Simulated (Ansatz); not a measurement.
Mg: a fit and a missing row

Mg, P6_3/mmc, a = 3.187 Å, c = 5.114 Å. Ansatz: PBEsol, PAW, 420 eV, Γ-centred 18×18×8 mesh on 2 atoms, Gaussian smearing 0.10 eV; no spin polarisation. Shape and atoms are relaxed at each volume; pressure is positive in compression.

| V (Å³/atom) | P (GPa) |
| --- | --- |
| 19.794 | 6.17 |
| 20.468 | 4.27 |
| 21.143 | 2.63 |
| 21.818 | 1.22 |
| 22.493 | 0.01 |
| 23.168 | ? |
| 23.842 | -1.92 |
| 24.742 | -2.93 |

Q: Take V0 = 22.493 Å³/atom, count pressures from its P0 = 0.01 GPa, fit the third-order Birch–Murnaghan form to the other rows, and predict the missing pressure.

A: With the Eulerian strain f = ½[(V0/V)^(2/3) − 1] and y = (P − P0)/[3f(1 + 2f)^(5/2)], the form is the line y = B0 + 1.5 B0 (B0′ − 4) f. Rows (f, y): 0.04448, 37.3; 0.03246, 37.4; 0.02106, 37.4; 0.01026, 37.4; -0.01904, 37.2; -0.03078, 37.3. Means f = 0.009740, y = 37.333; Σ(Δf)² = 0.004322, ΣΔfΔy = 0.006334; the slope is their ratio. y = 37.32 + 1.466 f GPa, so B0 = 37.3 GPa and B0′ = 4 + 2 × (1.466)/(3 × 37.32) = 4.03. At V = 23.168, f = -0.00976, y = 37.31 and P = -1.03 GPa. The run gave -1.03 GPa, the same to the digits shown.